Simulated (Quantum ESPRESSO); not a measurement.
```yaml
crystal:
  lattice:
    - [0.00000, 2.65442, 2.65442]
    - [2.65442, 0.00000, 2.65442]
    - [2.65442, 2.65442, 0.00000]
  atoms:
    - { symbol: K, position: [0.00000, 0.00000, 0.00000] }
    - { symbol: F, position: [0.50000, 0.50000, 0.50000] }
```
The geometry is a computed Materials Project entry, not a measured one. It is KF in Fm-3m. Stability against distortions was not tested.

With PBE (σ by GIPAW in a modified build of Quantum ESPRESSO; JTH PAW datasets, 22.5 Ha):

| quantity | PBE |
|---|---|
| σ_iso K (ppm) | 1166.5 |
| σ_iso F (ppm) | 251.7 |

These are absolute shieldings with no macroscopic susceptibility term; δ = σ_ref − σ needs a reference computed alike. By our sweeps, such settings leave a few ppm in absolute σ. The structure is static (0 K, no zero-point motion).

Question: What does the LDA, on its own JTH datasets and the same geometry, give?

Answer: 
```tsv
quantity	LDA	LDA − PBE
σ_iso K (ppm)	1143.5	-23.0
σ_iso F (ppm)	228.0	-23.7
```
